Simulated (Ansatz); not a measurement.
## Mo: reading a single point

```xyz
1
Lattice="-1.5833 1.5833 1.5833 1.5833 -1.5833 1.5833 1.5833 1.5833 -1.5833" Properties=species:S:1:pos:R:3 pbc="T T T"
Mo    0.0000    0.0000    0.0000
```

The numbers come from plane-wave PAW DFT (Ansatz): r2SCAN, no spin polarisation, 500 eV, 15×15×15 Γ-centred k points, fermi-dirac occupations (width 0.1 eV). Nothing was relaxed.

Problem. What does the stress say?

Solution. The pressure is -3.9 GPa (compression positive), so with the atoms held at these fractions the cell would first shrink.

Problem. Describe some of the short contacts.

Solution. Mo–Mo at 2.74 Å: least valence density 0.37 e/Å³ and ELF 0.30 there. Both are smooth PAW fields, read partly inside the augmentation spheres.

Problem. What happens at the Fermi level?

Solution. It is a metal, with about 0.52 states/eV a cell as the mean within 0.25 eV of the Fermi level, mostly Mo d (87 %).

Origin: a database entry at a rescaled volume.
